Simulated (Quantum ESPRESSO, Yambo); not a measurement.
## Quasiparticle gap of Mg$_{2}$Ge

Mg₂Ge has the cubic space group Fm-3m (No. 225), the anti-fluorite structure, Pearson symbol cF12. Conventional cell: a = b = c = 6.3624 Å, α = β = γ = 90.00°. Mg on 8c is coordinated by 4 Ge at 2.755 Å (tetrahedral). Ge on 4a sees 8 Mg at 2.755 Å (cubic). (Neighbours: up to the widest gap in distance over summed covalent radii, below 1.35, at either atom; cation-cation contacts left out.)
(The calculation used a cell of 3 atoms; values per cell refer to that cell.)

Cell and atoms were relaxed with PBEsol from Materials Project entry mp-408, within its symmetry.

Starting point: norm-conserving PBE (stringent potentials; Quantum ESPRESSO, 124 Ry, without SOC). G0W0 in Yambo: 4×4×4 Γ-centred k mesh, bands 13 to 286 and a 15 Ry block in the screening, 286 bands in G with the Bruneval-Gonze terminator, plasmon pole fitted at 27.2 eV.

| Item | Value |
|---|---|
| PBE gap along the band path | 0.14 eV |
| PBE gap between the mesh's edge points (Γ → X) | 0.14 eV |
| G0W0 gap between the same points | 0.59 eV |
| PBE smallest direct gap on the mesh (at Γ) | 1.09 eV |
| G0W0 direct gap at that point | 1.73 eV |

| k point | band | E PBE (eV) | E QP (eV) | shift (eV) | Z |
|---|---|---|---|---|---|
| Γ | VB | 0.00 | -0.61 | -0.61 | 0.77 |
| Γ | CB | 1.09 | 1.12 | 0.03 | 0.78 |
| L | VB | -0.74 | -1.35 | -0.61 | 0.77 |
| L | CB | 1.04 | 1.10 | 0.06 | 0.78 |
| X | VB | -2.03 | -2.68 | -0.65 | 0.76 |
| X | CB | 0.14 | -0.02 | -0.15 | 0.78 |
| W | VB | -2.73 | -3.34 | -0.61 | 0.76 |
| W | CB | 2.79 | 2.61 | -0.18 | 0.77 |

Energies count from the PBE valence-band maximum.

Nearest settings tried, and what they do to the gap: 152 bands in G: +3 meV; 152 bands in W, 152 bands in G: -45 meV; 9 Ry block (229 vectors against 459): -21 meV. Not varied: mesh. So the settings aren't converged at that level.

Spin-orbit splittings are left out.
